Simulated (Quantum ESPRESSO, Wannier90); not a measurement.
## SrCl₂ (fluorite), plane waves to Wannier functions

```
begin unit_cell_cart
ang
    0.0000000000    3.4997450000    3.4997450000
    3.4997450000    0.0000000000    3.4997450000
    3.4997450000    3.4997450000    0.0000000000
end unit_cell_cart
begin atoms_frac
Sr   0.0000000000  0.0000000000  0.0000000000
Cl  -0.2500000000 -0.2500000000 -0.2500000000
Cl   0.2500000000  0.2500000000  0.2500000000
end atoms_frac
```

Materials Project entry mp-23209; symmetrised, unrelaxed at this level. COD (Crystallography Open Database) has an entry of this formula and space group (matched by these alone). Level: PBEsol, no spin polarisation, no spin-orbit coupling; pw.x of Quantum ESPRESSO at 55 Ry with PseudoDojo potentials, 8×8×8 k-points, Wannier90. Density: 8×8×8 mesh, cold smearing 0.01 Ry.

A tight-binding model is made by disentanglement and projection with no localisation steps (num_iter = 0), so the 14 orbitals stay atom-like: hydrogen-like Sr: s;d; Cl: s;p, axes along x, y, z; frozen window up to 6.61 eV relative to the valence-band maximum. It follows pw.x to 1.8 meV rms for states up to 6.1 eV relative to the valence-band maximum. Matrix elements depend on this choice of orbitals and windows.

**Question.** What are the on-site energies relative to the valence-band maximum, and how fast do the hoppings decay?

**Answer.** 
```json
[
 {"atom": "Sr1", "orbitals": "s", "energy (eV)": "7.40"},
 {"atom": "Sr1", "orbitals": "dz2 dx2-y2", "energy (eV)": "6.42"},
 {"atom": "Sr1", "orbitals": "dxz dyz dxy", "energy (eV)": "7.39"},
 {"atom": "Cl2", "orbitals": "s", "energy (eV)": "-12.52"},
 {"atom": "Cl2", "orbitals": "pz px py", "energy (eV)": "-0.86"},
 {"atom": "Cl3", "orbitals": "s", "energy (eV)": "-12.52"},
 {"atom": "Cl3", "orbitals": "pz px py", "energy (eV)": "-0.86"}
]
```

```tsv
distance of the centres (Å)	largest modulus (eV)
3–4	0.59
4–5	0.24
5–6	0.034
6–7	0.060
7–8	0.038
8–9	0.022
9–10	0.024
10–11	0.0041
11–12	0.010
12–13	0.0048
```
